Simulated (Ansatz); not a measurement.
TaAg in space group Pmma (No. 51; Ag on 2e, Ta on 2f) under volume change, the program Ansatz at the r²SCAN level (PAW), shape and atoms relaxed at each volume.

```json
[
 {"V (Å³/atom)": "16.266", "E − E(relaxed) (meV/atom)": "36.1", "P (GPa)": "11.84"},
 {"V (Å³/atom)": "16.785", "E − E(relaxed) (meV/atom)": "8.5", "P (GPa)": "5.40"},
 {"V (Å³/atom)": "17.304", "E − E(relaxed) (meV/atom)": "0.0", "P (GPa)": "0.00"},
 {"V (Å³/atom)": "17.823", "E − E(relaxed) (meV/atom)": "7.5", "P (GPa)": "-4.47"},
 {"V (Å³/atom)": "18.342", "E − E(relaxed) (meV/atom)": "28.1", "P (GPa)": "-8.17"}
]
```

Q: What does a third-order Birch–Murnaghan fit give for V₀, B₀ and B′?

A: V₀ = 17.30 Å³/atom, B₀ = 163 GPa, B′ = 5.1.

The start of the workflow was typed in or built on a structure type; neither database checked (COD, Materials Project) lists it. Whether it is the stable phase at ambient conditions was not checked. The r²SCAN relaxation kept the symmetry of its start; whether a distortion lowers the energy is not shown. The run is not spin-polarised. Its formation energy is positive at this level, so the cell may be metastable or incomplete. Scalar-relativistic: spin–orbit coupling is off unless named, which matters more the heavier the elements.

Potentials: the earlier of the program's two PAW sets.
